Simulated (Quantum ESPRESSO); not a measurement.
Inputs of pw.x and gipaw.x (a modified build of Quantum ESPRESSO, PBE) for ZrS2; the starting potential comes from an earlier run on another mesh:

```
&CONTROL
  calculation = 'scf'
  prefix = 'x'
  pseudo_dir = './pseudo'
  outdir = './out'
  tprnfor = .true.
/
&SYSTEM
  ibrav = 0
  nat = 3
  ntyp = 2
  ecutwfc = 40
  ecutrho = 160
  occupations = 'fixed'
  nbnd = 12
/
&ELECTRONS
  conv_thr = 1e-11
  startingpot = 'file'
/
ATOMIC_SPECIES
Zr 91.224 Zr.GGA_PBE-JTH.UPF
S 32.060 S.GGA_PBE-JTH.UPF
CELL_PARAMETERS angstrom
    3.691380062777     0.000000000000     0.000000000000
   -1.845690031389     3.196828909389     0.000000000000
    0.000000000000     0.000000000000     6.041080000000
ATOMIC_POSITIONS crystal
Zr     0.000000000000     0.000000000000     0.000000000000
S      0.666666666667     0.333333333333     0.768711332609
S      0.333333333333     0.666666666667     0.231288667391
K_POINTS automatic
11 11 6 1 1 1
```

```
&INPUTGIPAW
  job = 'nmr'
  prefix = 'x'
  tmp_dir = './out/'
  restart_mode = 'from_scratch'
  pawproj(1) = .true.
  pawproj(2) = .true.
  use_nmr_macroscopic_shape = .false.
/
```

The cell was made here from a computed Materials Project entry: S2 and its equivalents moved by 0.04 Å along (0.00, 0.00, 1.00), space group kept. The parent is ZrS2 in P-3m1; whether this form has been observed was not checked. Stability against distortions was not tested. The layers lie 3.2 Å apart; this gap hangs on dispersion, and neither it nor the stacking was checked against the measured crystal. The run has no spin polarisation.

Q: What does gipaw.x print for the total shieldings?

A: 
```
     f-sum rule (should be   -25.3552):
           -25.3522         -0.0000          0.0000
            -0.0000        -25.3522          0.0000
             0.0000          0.0000        -25.3562

     Total NMR chemical shifts in ppm: ---------------------------------------
     (adopting the Simpson convention for anisotropy and asymmetry)-----------

     Atom  1  Zr  pos: (  0.000000  0.000000  0.000000)  Total sigma:        1106.22
          1050.9294         -0.0000         -0.0000
            -0.0000       1050.9294         -0.0000
            -0.0000         -0.0000       1216.7928

     Zr      1    anisotropy:    165.86    eta:    0.0000
     Zr      1    sigma_11=   1050.93
     Zr      1    sigma_22=   1050.93
     Zr      1    sigma_33=   1216.79

     Atom  2  S   pos: (  0.500000  0.288675  1.258025)  Total sigma:          10.18
           -73.3559         -0.0000          0.0000
            -0.0000        -73.3559         -0.0000
            -0.0000          0.0000        177.2557

     S       2    anisotropy:    250.61    eta:    0.0000
     S       2    sigma_11=    -73.36
     S       2    sigma_22=    -73.36
     S       2    sigma_33=    177.26

     Atom  3  S   pos: ( -0.000000  0.577350  0.378512)  Total sigma:          10.18
           -73.3559         -0.0000          0.0000
            -0.0000        -73.3559         -0.0000
            -0.0000          0.0000        177.2557

     S       3    anisotropy:    250.61    eta:    0.0000
     S       3    sigma_11=    -73.36
     S       3    sigma_22=    -73.36
     S       3    sigma_33=    177.26
```
The printed anisotropy is 3/2 (σ_33 − σ_iso) in the program's own order; the axes are left out here. Anisotropies that symmetry doesn't fix are less certain than the isotropic values. Shieldings are absolute and leave out the bulk-susceptibility term; a larger σ means a smaller chemical shift. By our sweeps, such settings leave a few ppm in absolute σ on light atoms and up to some 20 ppm from Zn on. Spin–orbit coupling is left out; its weight grows with the heaviest atom, Zr here. The datasets of S hold no d projectors, which limits absolute σ on these atoms. With so small a Kohn–Sham gap, σ hangs strongly on the functional and the mesh. The structure is static (0 K, no zero-point motion).
